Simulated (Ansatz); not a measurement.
The start is a generated cell, MgS built in the GeS structure type. Cell shape, volume and atoms are optimised at zero target pressure with PBEsol (plane waves to 420 eV, PAW, scalar-relativistic; Ansatz, an electronic-structure program). First-step values are on the input's coarse k-mesh.

Ansatz input (later rounds restart from its end on a renewed k-mesh):
Ansatz 0.2 input:
```yaml
crystal:
  lattice:
    - [10.344066, 0, 0]
    - [0, 3.596218, 0]
    - [0, 0, 4.248279]
  atoms:
    - { symbol: Mg, position: [0.1221, 0.25, 0.1277] }
    - { symbol: Mg, position: [0.3779, 0.75, 0.6277] }
    - { symbol: Mg, position: [0.8779, 0.75, 0.8723] }
    - { symbol: Mg, position: [0.6221, 0.25, 0.3723] }
    - { symbol: S, position: [0.8495, 0.25, 0.5023] }
    - { symbol: S, position: [0.6505, 0.75, 0.0023] }
    - { symbol: S, position: [0.1505, 0.75, 0.4977] }
    - { symbol: S, position: [0.3495, 0.25, 0.9977] }
basis: { ecutwfc: 420, ecutrho_ratio: 4, xc_grid: 2, fft_grid_basis: typed }
kpoints: { mp_grid: { grid: [3, 7, 6] } }
hamiltonian:
  xc: pbesol
  dispersion: none
  pseudopotentials: { kind: paw }
scf: { occupations: { method: fermi_dirac, width: 0.05 } }
relax: { f_tol: 0.01, max_steps: 100, cell: { stress_tol: 0.02 } }
output: { forces: true, stress: true }
```

Question: Which atoms feel the largest initial force, and how large is it?

Answer: 1.24 eV/Å, on S5, S6, S7, S8 (atoms numbered as listed).

Question: What symmetry does the relaxed structure have?

Answer: The space group goes from Pnma (No. 62) to Fm-3m (No. 225); the end is rock salt type, with 2 atoms in the primitive cell.

Question: By how much does the energy per atom fall from start to end?

Answer: 0.57 eV/atom.

Question: How does the volume change?

Answer: -11.9 %, from 19.75 to 17.40 Å³/atom.

Question: How do the shortest distances between atoms change?

Answer: The closest pairs of elements (up to four, under 3.6 Å), start → end: Mg–S 2.41 → 2.59 Å; Mg–Mg 3.29 → 3.66 Å; S–S 3.46 → 3.66 Å.

Question: What band gap does the relaxed structure have at this level?

Answer: 2.73 eV, indirect (valence top at Γ, conduction bottom at X) (no spin-orbit coupling).

Question: What does it relax into? Give the structure.

Answer: 
Space group Fm-3m (No. 225); a = 5.182 Å, b = 5.182 Å, c = 5.182 Å, α = 90.00°, β = 90.00°, γ = 90.00°

```tsv
atom	site	symmetry	x	y	z
Mg	4b	m-3m	0.5000	0.5000	0.5000
S	4a	m-3m	0.0000	0.0000	0.0000
```
(The calculation used a cell of 2 atoms; values per cell refer to that cell.)

Final values are on a 11×11×11 k-mesh of the relaxed cell. No spin polarisation in the result.

The run could not lose the symmetry of its start.
